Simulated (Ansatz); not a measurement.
BeS: computed property card

BeS:
Space group Pm-3m (No. 221); a = 2.895 Å, b = 2.895 Å, c = 2.895 Å, α = 90.00°, β = 90.00°, γ = 90.00°

| atom | site | symmetry | x | y | z |
|---|---|---|---|---|---|
| Be | 1a | m-3m | 0.0000 | 0.0000 | 0.0000 |
| S | 1b | m-3m | 0.5000 | 0.5000 | 0.5000 |

Space group Pm-3m (No. 221), CsCl type; conventional cell a = b = c = 2.895 Å, α = β = γ = 90.00°.

Method: the program Ansatz at the PBEsol level (PAW). The cell and atoms are relaxed at this level. Other levels are named where they apply.

Cell and energy:

| Property | Result |
|---|---|
| Volume per atom | 12.13 Å³ |
| Density | 2.81 g/cm³ |
| Formation energy from the elements (no fitted shifts) | 0.32 eV/atom |

Electronic structure:

| Item | Result |
|---|---|
| Electronic character | metallic (no gap) |
| Density of states at the Fermi level | 0.46 states/eV per atom (mean over ±0.08 eV) |

Mechanics:

| Item | Result |
|---|---|
| Bulk modulus (Birch–Murnaghan fit) | 91.1 GPa |
| Pressure derivative B′ | 3.1 |
| Elastic constants (relaxed ions, GPa) | C11 = 117, C12 = 75.2, C44 = -31.0 |
| Mechanical stability | unstable (C has a negative eigenvalue) |

Phonons:

| Item | Value |
|---|---|
| Zone-centre stability | unstable, softest mode 306i cm⁻¹ |

The cell is a constructed one: a structure type filled with these elements; neither database checked (COD, Materials Project) lists it. COD files the formula under space group No. 216. Whether it is the stable phase at ambient conditions was not checked. The cell was relaxed with PBEsol under the symmetry of its start. As this level gives no gap, shear constants depend on the k-mesh and smearing (Fermi–Dirac, 0.1 eV here). As this level gives no gap, phonon frequencies hold no LO–TO term and depend on the k-mesh and smearing (Fermi–Dirac, 0.1 eV here). The references are the lowest solids computed at this level, not always the standard phases.

Potentials: the earlier of the program's two PAW sets. The files were generated under PBE; for other functionals the program regenerates the frozen cores, and for LDA and PBEsol the local potential too.
